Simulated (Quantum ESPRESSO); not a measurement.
# Kohn-Sham bands of Bi$_{2}$Pd (I4/mmm)

```xyz
3
Lattice="0.0000 -3.3867 0.0000 3.3867 0.0000 0.0000 -1.6933 1.6933 6.6235" Properties=species:S:1:pos:R:3 pbc="T T T"
Bi    -1.6933     1.6933     1.7528
Bi     1.6933    -1.6933    -1.7528
Pd     0.0000     0.0000     0.0000
```

Materials Project entry mp-570197; symmetrised, unrelaxed at this level. COD (Crystallography Open Database) has the formula in 2 space groups, this one among them (matched by group alone). Level: PBEsol, spinors with spin-orbit coupling; pw.x of Quantum ESPRESSO at 66 Ry with PseudoDojo potentials, 6×6×6 k-points, Wannier90. Density: 12×12×12 mesh, cold smearing 0.01 Ry.

Energies are relative to the Fermi level; weights are on the orthonormalised atomic waves of the pseudopotential files, averaged over the group. 48 electrons a cell are treated as valence.

```tsv
bands	from (eV)	to (eV)	filling	weight on atomic waves
1–2	-84.53	-84.53	filled	…
3–4	-53.43	-53.42	filled	…
5–8	-48.95	-48.93	filled	…
9–16	-24.48	-24.43	filled	…
17–28	-21.55	-21.37	filled	…
29–32	-13.24	-8.82	filled	…
```

### Question
Which atomic shells make up each group?

### Answer

- 1–2, weight on atomic waves: Pd 4s 99 %
- 3–4, weight on atomic waves: Pd 4p 100 %
- 5–8, weight on atomic waves: Pd 4p 100 %
- 9–16, weight on atomic waves: Bi 5d 100 %
- 17–28, weight on atomic waves: Bi 5d 100 %
- 29–32, weight on atomic waves: Bi 6s 84 %, Bi 6p 11 %, Pd 4d 4 %

No gap over 0.05 eV opens at the Fermi level at this level of theory.
